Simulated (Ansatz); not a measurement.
**Profile along the C–C line in C (graphite type, space group P6_3/mmc)**

C (graphite type, space group P6_3/mmc)

```
CELL_PARAMETERS angstrom
      2.46500     0.00000     0.00000
     -1.23250     2.13475     0.00000
      0.00000     0.00000     6.73046
ATOMIC_POSITIONS crystal
  C  0.00000 0.00000 0.25000
  C  0.00000 0.00000 0.75000
  C  0.33333 0.66667 0.25000
  C  0.66667 0.33333 0.75000
```

Fields along a shortest C–C line of a (0001) plane (1.42 Å), from C to C, interpolated on the slice's grid (step about 0.1 Å). Level of theory: PBE-D3(BJ) (plane waves to 420 eV, PAW, scalar-relativistic; Ansatz, a first-principles code). k mesh 15×15×5. These are valence fields of a PAW run, semicore shells included where kept as valence: close to a nucleus they are smooth pseudo fields. C was relaxed with its symmetry unable to fall.

| distance from C (Å) | valence electron density (e/Å³) | electron localisation function |
|---|---|---|
| 0.00 | 1.79 | x |
| 0.14 | 1.89 | x |
| 0.28 | 2.09 | x |
| 0.43 | 2.14 | 0.77 |
| 0.57 | 2.07 | 0.92 |
| 0.71 | 2.02 | 0.94 |
| 0.85 | 2.06 | 0.92 |
| 0.99 | 2.13 | 0.76 |
| 1.14 | 2.08 | x |
| 1.28 | 1.89 | x |
| 1.42 | 1.80 | x |

x: too close to a nucleus for the ELF to mean much.

Density on the C–C line (1.42 Å) at its midpoint: 2.02 e/Å³. ELF at that point: 0.9. ELF maximum in the middle third of the C–C line: 0.94, 0.7 Å from C.
